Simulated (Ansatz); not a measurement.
Sb:
```xyz
2
Lattice="2.1469 1.2395 3.6559 -2.1469 1.2395 3.6559 0.0000 -2.4790 3.6559" Properties=species:S:1:pos:R:3 pbc="T T T"
Sb     0.0000     0.0000     2.5868
Sb     0.0000     0.0000     8.3809
```

This is the LDA-relaxed structure. x, y and z are the axes in which the lattice vectors are written.

**Question.** All from the program Ansatz at the LDA level (PAW), unless another level is named. Predict the Poisson's ratio.

**Answer.** 0.25.

**Question.** Give the elastic constants (relaxed ions, GPa).

**Answer.** C11 = 97.9, C12 = 29.6, C13 = 29.5, C14 = -22.8, C33 = 53.2, C44 = 40.1.

Space group R-3m (A7 (α-As type)). Symmetry was held in the LDA relaxation. As this level gives no gap, shear constants depend on the k-mesh and smearing (Fermi–Dirac, 0.1 eV here). Scalar-relativistic: spin–orbit coupling is off unless named, which matters more the heavier the elements.

Potentials: the later of the program's two PAW sets.
